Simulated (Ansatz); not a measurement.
Given:

Starting cell, SrTl (CsCl type):

```
SrTl
1.0
    7.89755     0.00000     0.00000
    3.94878     3.94878     0.00000
    3.94878     0.00000     3.94878
Sr Tl
2 2
Direct
  0.00000   0.00000   0.00000
  0.50000   0.00000   0.00000
  0.75000   0.50000   0.50000
  0.25000   0.50000   0.50000
```

A phonon eigenvector at R = (0.5, 0.5, 0.5) is frozen into this cell: atom i moves by Q times the vector below, so Q is the largest atomic displacement, in Å. The cell is held. It is one choice among 3 degenerate patterns. (q is in reciprocal vectors of the primitive cell; the cell shown is doubled to hold the pattern.)

| atom | x | y | z |
|---|---|---|---|
| Sr1 | 0.000 | 0.000 | 1.000 |
| Sr2 | 0.000 | 0.000 | -1.000 |

Atoms not listed stay in place.

Computed with LDA (plane waves to 420 eV, PAW, scalar-relativistic; Ansatz, an electronic-structure program). k mesh 12×12×12 (Γ-centred), Fermi-Dirac smearing 0.05 eV. Energies are smeared free energies. With partly filled bands, energies and forces of such displacements shift with the k mesh and the smearing. Spin-orbit coupling is left out, though Tl is heavy. SrTl was relaxed with its symmetry unable to fall. ΔE is measured from the undisplaced structure.

The scan covers Q from -0.180 to 0.180 Å in 13 points.

Task: Is this a single well or a double well?

Result: A single well with its minimum at or next to zero displacement.

Task: Which space group does the distorted structure have?

Result: I4/mmm (No. 139), lowered from Pm-3m.

Task: What is the energy change at Q = 0.180 Å?

Result: 136 meV/cell.

Task: What harmonic wavenumber does the curvature at Q = 0 give?

Result: 113 cm⁻¹.

(A displaced cell: forces are minus the slopes of the energy, force constants its curvatures, and phonons follow from these.)
